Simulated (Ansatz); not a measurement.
**Field gradients of Bi2Te3 from run to run**

Cell of run 1: a Materials Project structure (computed, not necessarily an observed phase).

```
CELL_PARAMETERS angstrom
2.20907 1.27540 10.75243
-2.20907 1.27540 10.75243
0.00000 -2.55081 10.75243
ATOMIC_POSITIONS crystal
Bi 0.60317 0.60317 0.60317
Bi 0.39683 0.39683 0.39683
Te 0.78319 0.78319 0.78319
Te 0.00000 0.00000 0.00000
Te 0.21681 0.21681 0.21681
```

Atom numbers follow the list; atoms alike are taken as one site, whose name carries the number of the first.

Relaxed positions (PBE, cell held):

```
CELL_PARAMETERS angstrom
2.20907 1.27540 10.75243
-2.20907 1.27540 10.75243
0.00000 -2.55081 10.75243
ATOMIC_POSITIONS crystal
Bi 0.60262 0.60262 0.60262
Bi 0.39738 0.39738 0.39738
Te 0.78444 0.78444 0.78444
Te 0.00000 0.00000 0.00000
Te 0.21556 0.21556 0.21556
```

All runs are DFT with Ansatz 0.2.0 (plane waves and PAW, scalar-relativistic unless spin–orbit coupling is named, Γ-centred meshes, Fermi–Dirac smearing where given) in this cell.

Run 1: PBE, atoms as given; 420 eV, 9×9×9 k-points, smearing 0.01 eV.
Run 2: r2SCAN, atoms as given; 500 eV, 9×9×9 k-points, smearing 0.01 eV.
Run 3: PBE, atoms relaxed; 420 eV, 9×9×9 k-points, smearing 0.01 eV.
Run 4: r2SCAN, at the relaxed atoms; 500 eV, 9×9×9 k-points, smearing 0.01 eV.

```json
{"run": "1", "Bi V_zz (η)": "1.56 (0.00)", "Te3 V_zz (η)": "-4.70 (0.00)", "Te4 V_zz (η)": "10.07 (0.00)"}
{"run": "2", "Bi V_zz (η)": "2.15 (0.00)", "Te3 V_zz (η)": "-5.64 (0.00)", "Te4 V_zz (η)": "10.13 (0.00)"}
{"run": "3", "Bi V_zz (η)": "?", "Te3 V_zz (η)": "?", "Te4 V_zz (η)": "?"}
{"run": "4", "Bi V_zz (η)": "2.64 (0.00)", "Te3 V_zz (η)": "-4.19 (0.00)", "Te4 V_zz (η)": "10.92 (0.00)"}
```

V_zz in 10²¹ V/m².

(1) Estimate the row of run 3.

Answers

(1) Bi: 2.03 (0.00); Te3: -3.22 (0.00); Te4: 10.85 (0.00). It lies nearest to run 4, from whose tensors on these sites it differs by 0.98 at most (largest principal value of the difference, on Te3). Taken one at a time, the positions of the atoms (as given or relaxed) move the tensors on these sites by up to 1.49 (largest principal value of the change, on Te3), the functional (r2SCAN with its higher cutoff) by 0.98 (Te3).

Leaving out spin–orbit coupling shifts gradients on Bi by a few per cent in wide-gap crystals, and can shift them far more where the calculated gap is small or absent, as here.
